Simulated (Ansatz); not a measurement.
AlN:
```xyz
12
Lattice="3.0945 0.0000 0.0000 -1.5472 2.6799 0.0000 0.0000 0.0000 15.0820" Properties=species:S:1:pos:R:3 pbc="T T T"
Al     0.0000     0.0000    15.0765
Al     0.0000     0.0000     7.5355
Al     1.5472     0.8933    12.5768
Al     0.0000     1.7866     5.0358
Al     1.5472     0.8933     2.5146
Al     0.0000     1.7866    10.0556
N      0.0000     0.0000    13.1890
N      0.0000     0.0000     5.6480
N      1.5472     0.8933    10.6785
N      0.0000     1.7866     3.1375
N      1.5472     0.8933     0.6171
N      0.0000     1.7866     8.1580
```

Relaxed with r²SCAN. Special points in fractions of this cell's reciprocal vectors: Γ (0.000, 0.000, 0.000); M (0.500, 0.000, 0.000); K (0.333, 0.333, 0.000); A (0.000, 0.000, 0.500); L (0.500, 0.000, 0.500); H (0.333, 0.333, 0.500).

Task: List the band energies nearest the valence-band maximum at these points for plane-wave PAW r²SCAN (Ansatz code).

Result: In eV from the valence-band maximum; about four levels below and three above (degenerate sets whole), none deeper than 8.9 eV; points with the same levels are listed once.

```tsv
k	below	above
Γ	-0.19 -0.19 -0.06 -0.06 0.00	4.85 6.24 6.38
M	-0.96 -0.93 -0.79 -0.55	4.44 4.92 6.26
K	-1.68 -1.14 -1.02 -1.02	6.44 6.44 6.71
A	-0.10 -0.10 -0.10 -0.10	5.34 5.34 7.20 7.20
L	-0.89 -0.89 -0.66 -0.66	4.63 4.63 6.47 6.47
H	-1.38 -1.38 -1.10 -1.10	6.47 6.47 6.91 6.91
```

Space group P6_3mc. A made-up cell: these elements were put on the sites of a structure type. Its sites differ from those of the usual phase in this space group: another stacking or structure type. The cell was relaxed with r²SCAN under the symmetry of its start; phonons on a q-mesh show no instability.

Potentials: the later of the program's two PAW sets.
